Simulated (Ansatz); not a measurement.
BN:
```cif
data_B2N2
_chemical_formula_sum 'B2 N2'
_space_group_name_H-M_alt 'P63/mmc'
_space_group_IT_number 194
_space_group_name_Hall '-P 6c 2c'
_cell_length_a 2.50011
_cell_length_b 2.50011
_cell_length_c 4.02234
_cell_angle_alpha 90.000
_cell_angle_beta 90.000
_cell_angle_gamma 120.000
loop_
_atom_site_label
_atom_site_type_symbol
_atom_site_symmetry_multiplicity
_atom_site_Wyckoff_symbol
_atom_site_fract_x
_atom_site_fract_y
_atom_site_fract_z
_atom_site_occupancy
B1 B 2 a 0.00000 0.00000 0.00000 1
N1 N 2 c 0.33333 0.66667 0.25000 1
```

Relaxed with PBE. 

**Question.** HSE06 on this cell (Ansatz, a program for electronic structure, PAW) gives a gap of 2.49 eV. What does PBE give?

**Answer.** 1.48 eV.

Cost on shared cores: the PBE run (SCF on a 13×13×7 mesh, then bands and DOS) around 6 core-seconds (rough), the HSE06 run (SCF on 9×9×5, then a few points) very roughly 50 core-seconds; the tasks are unlike.

Space group P6_3/mmc (NiAs type). A made-up cell: these elements were put on the sites of a structure type. Its sites differ from those of the usual phase in this space group: another stacking or structure type. The cell was relaxed with PBE under the symmetry of its start. At this level the phase is dynamically unstable (imaginary phonons). Its formation energy is positive at this level, so the cell may be metastable or incomplete.

Potentials: the later of the program's two PAW sets.

Ansatz is a plane-wave DFT program.
